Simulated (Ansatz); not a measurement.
K2LiAlF6 single point

input.yaml (Ansatz 0.2.0)

```yaml
crystal:
  lattice:
    - [0.0, 3.954728, 3.954728]
    - [3.954728, 0.0, 3.954728]
    - [3.954728, 3.954728, 0.0]
  atoms:
    - { symbol: K, position: [0.25, 0.25, 0.25] }
    - { symbol: K, position: [0.75, 0.75, 0.75] }
    - { symbol: Li, position: [0.5, 0.5, 0.5] }
    - { symbol: Al, position: [0.0, 0.0, 0.0] }
    - { symbol: F, position: [0.7689, 0.2311, 0.2311] }
    - { symbol: F, position: [0.2311, 0.7689, 0.2311] }
    - { symbol: F, position: [0.2311, 0.7689, 0.7689] }
    - { symbol: F, position: [0.7689, 0.2311, 0.7689] }
    - { symbol: F, position: [0.2311, 0.2311, 0.7689] }
    - { symbol: F, position: [0.7689, 0.7689, 0.2311] }
  symmetry: { tolerance: 0.0003 }
kpoints:
  mp_grid: { grid: [6, 6, 6], shift: [0, 0, 0] }
  band_path:
    path:
      - [0.0, 0.0, 0.0]
      - [0.5, 0.0, 0.5]
      - [0.625, 0.25, 0.625]
      - [0.375, 0.375, 0.75]
      - [0.0, 0.0, 0.0]
      - [0.5, 0.5, 0.5]
      - [0.5, 0.25, 0.75]
      - [0.5, 0.0, 0.5]
    npoints: 8
magnetization:
  spin_polarized: false
scf:
  occupations: { method: fermi_dirac }
  lower_state_search: "off"
  max_iter: 200
hamiltonian:
  pseudopotentials: { kind: paw }
  xc: r2scan
basis:
  ecutwfc: 500
  fft_grid_basis: typed
output:
  forces: true
  stress: true
  eigenvalues: true
  bader: true
  populations: true
  elf: true
  write_potential: true
  volumetric_format: npy
  dos:
    e_range: [-12, 8]
    de: 0.05
    projected: { site_lists: { Al: [Al], F: [F], K: [K], Li: [Li] } }
checkpoint:
  read: saved_state
```

The run starts from an earlier solution of this cell. 

Output (shortened):

```
SCF iter   1: F=-8706.5446 eV  Δρ=6.42e-4  dr2=8.98e-5  dr2_τ=8.23e-4
SCF iter   2: F=-8706.5447 eV  Δρ=3.36e-4  dr2=2.45e-5  dr2_τ=6.03e-5
SCF iter   3: F=-8706.5447 eV  Δρ=9.00e-5  dr2=3.82e-6  dr2_τ=1.66e-6
SCF iter   4: F=-8706.5447 eV  Δρ=1.81e-5  dr2=2.28e-7  dr2_τ=1.09e-7
SCF iter   5: F=-8706.5447 eV  Δρ=7.75e-6  dr2=1.96e-8  dr2_τ=2.51e-8
Free energy (F): -8706.5447 eV
Harris-Foulkes:  -8706.5447 eV  (|F-HF|=5.63e-8)
Internal energy: -8706.5447 eV  (E = F + TS)
E sigma→0 (E₀):  -8706.5447 eV
Fermi energy:    6.0130 eV
--- Per-component energies (eV) ---
  E_band       = -509.4870
  E_kinetic    = 1815.1351
  E_local      = -4456.5605  (includes V_loc(G=0)·N_el)
  E_nonlocal   = 436.4286
  E_hartree    = 1615.8798
  E_xc         = -797.2015
  E_vxc        = -1125.9629  (∫ρ·V_xc dr)
  E_paw        = -3289.6682  (= ΣΔE_a)
  E_vpaw       = -487.0848  (= ΣTr[D̂ρ^β])
  E_aug_tail   = 0.0059  (compensation charges beyond the density's cutoff)
  E_vtau       = 76.7948  (kinetic-family band-sum trace: ∫τ·v_τ [+ j·A + Jᵃ·Aᵃ] dr)
  E_ewald      = -4029.9231
  E_core_change = -0.6408  (= ΣΔE_core)
  E_smearing   =  0.0000  (= −TS)
--- Forces (eV/Å), atoms counted from 1 ---
  atom   1  K      0.0000     0.0000     0.0000
  atom   2  K      0.0000     0.0000     0.0000
  atom   3  Li     0.0000     0.0000     0.0000
  atom   4  Al     0.0000     0.0000     0.0000
  atom   5  F     -0.0253     0.0000     0.0000
  atom   6  F      0.0000    -0.0253     0.0000
  atom   7  F      0.0253     0.0000     0.0000
  atom   8  F      0.0000     0.0253     0.0000
  atom   9  F      0.0000     0.0000    -0.0253
  atom  10  F      0.0000     0.0000     0.0253
--- Stress (GPa, compression-positive) ---
       -1.9544       0.0000       0.0000
        0.0000      -1.9544       0.0000
        0.0000       0.0000      -1.9544
  P = ⅓ Tr σ = -1.9544 GPa (-19.544 kbar)
--- Löwdin populations: 10 sites ---
  site symbol       q [e]
     0      K      8.1062
     1      K      8.1062
     2     Li      2.1819
     3     Al      1.5745
     4      F      7.6241
     5      F      7.6241
     6      F      7.6241
     7      F      7.6241
     8      F      7.6241
     9      F      7.6241
  spilling = 0.0043 (of n_electrons = 66.0000)
--- Bader charges: 10 sites ---
  site symbol  charge [e]  shift [e]
     0      K      0.8939     0.0000
     1      K      0.8939     0.0000
     2     Li      0.9332     0.0004
     3     Al      2.6334     0.0020
     4      F     -0.8924     0.0003
     5      F     -0.8924     0.0003
     6      F     -0.8924     0.0003
     7      F     -0.8924     0.0003
     8      F     -0.8924     0.0003
     9      F     -0.8924     0.0003
```

Origin: a database entry at a rescaled volume.
